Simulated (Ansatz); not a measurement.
InPd (CsCl type, Pm-3m) at seven volumes, DFT-LDA in the program Ansatz with PAW potentials, scaled uniformly. One row is withheld.

| V (Å³/atom) | P (GPa) |
|---|---|
| 15.113 | 18.46 |
| 15.612 | 11.09 |
| 16.110 | ? |
| 16.608 | 0.00 |
| 17.106 | -4.10 |
| 17.605 | -7.39 |
| 18.103 | -10.00 |

**Question.** Fit the shown pressures and predict the withheld one.

**Answer.** P = (3/2)B₀(x^(7/2) − x^(5/2))[1 + (3/4)(B′ − 4)(x − 1)] with x = (V₀/V)^(2/3). Least squares on the six rows gives V₀ = 16.607 Å³/atom, B₀ = 149 GPa, B′ = 5.78. At V = 16.110, x = 1.0205 and P = 4.94 GPa. The run itself gave 4.99 GPa.

The LDA relaxation kept the symmetry of its start; of distortions, only those at the zone centre were tested. No spin polarisation was allowed.

Potentials: the later of the program's two PAW sets.
